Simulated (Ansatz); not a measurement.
Theory: DFT PBE, scalar-relativistic, plane waves, PAW, and for the lanthanide a 4f-in-core norm-conserving potential (Ansatz 0.2.0). Settings of the last relaxation (10-atom cell): 770 eV, 6×6×8 k points, Gaussian smearing of 0.10 eV, no spin polarisation.

The zero of energy is the elements' standard structures at the same level; no fitted shifts are applied.

Question: Propose a candidate for a hexagonal metal made of C, Er and Ru, with a formation energy near −0.07 eV/atom and about 20 Å³ per atom, in a cell of 10 atoms. Its symmetry should be P6_3/mmc (No. 194).

Answer: Er3RuC, space group P6_3/mmc (No. 194). Er has 2 C at 2.37 Å, 4 Ru at 3.18–3.37 Å and 8 Er at 3.24–3.46 Å; Ru is surrounded by 12 Er at 3.18–3.37 Å; around C lie 6 Er at 2.37 Å and 2 C at 2.55 Å.

```cif
data_structure
_symmetry_space_group_name_H-M 'P6_3/mmc'
_symmetry_Int_Tables_number 194
_cell_length_a 6.7316
_cell_length_b 6.7316
_cell_length_c 5.1084
_cell_angle_alpha 90.000
_cell_angle_beta 90.000
_cell_angle_gamma 120.000
_cell_volume 200.47
loop_
_atom_site_label
_atom_site_type_symbol
_atom_site_symmetry_multiplicity
_atom_site_Wyckoff_symbol
_atom_site_fract_x
_atom_site_fract_y
_atom_site_fract_z
_atom_site_occupancy
Er1 Er 6 h 0.17126 0.34253 0.25000 1
Ru1 Ru 2 d 0.33333 0.66667 0.75000 1
C1 C 2 a 0.00000 0.00000 0.00000 1
```

* Volume per atom: 20.05 Å³
* Density: 10.19 g/cm³
* Energy over the elements: −0.07 eV/atom
* Gap on the 6×6×8 mesh of the 10-atom cell: 0 eV (a metal)

It was reached by relaxing an invented guess, and it needn't be the stable form of this composition. Other answers may fit too; this one was computed.

The reference form of C is held partly by dispersion forces, which this level lacks. Trial moments died out on the coarse mesh, so the last step has no spin; another magnetic start might hold. A structure relaxed within its symmetry needn't be a true minimum.

The lanthanide is trivalent by construction, without f bands, f moments or other valences. The reference runs of the other elements, and any phases without the lanthanide, used 420 eV, which shifts energies against them by under 10 meV/atom. The lanthanide's reference is the lowest of its hcp, dhcp and fcc cells.
